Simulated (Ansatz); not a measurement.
La:
```
La
1.0
   -2.12250     2.12250     2.12250
    2.12250    -2.12250     2.12250
    2.12250     2.12250    -2.12250
La
1
Direct
  0.00000   0.00000   0.00000
```

Relaxed with r²SCAN. Special points in fractions of this cell's reciprocal vectors: Γ (0.000, 0.000, 0.000); H (0.500, -0.500, 0.500); N (0.000, 0.000, 0.500); P (0.250, 0.250, 0.250).

Task: List the band energies nearest the Fermi level at these points for plane-wave PAW r²SCAN with spin–orbit coupling (Ansatz code).

Result: In eV from the Fermi level; about four levels below and three above (degenerate sets whole), none deeper than 8.9 eV; points with the same levels are listed once.

```tsv
k	below	above
Γ	-3.38 -3.38	1.61 1.61 1.61 1.61
H	-2.06 -2.06 -2.06 -2.06	1.90 1.90 2.01 2.01 2.01 2.01
N	-1.88 -1.88 -0.09 -0.09	1.68 1.68 1.72 1.72
P	–	0.18 0.18 0.48 0.48 0.48 0.48
```

Space group Im-3m (bcc (W type)). The cell is a constructed one: a structure type filled with these elements; the Crystallography Open Database copy checked does not list it. It is not the phase usual at ambient conditions (space group No. 194). The cell was relaxed with r²SCAN under the symmetry of its start. At this level the phase is mechanically unstable.

Potentials: the later of the program's two PAW sets.
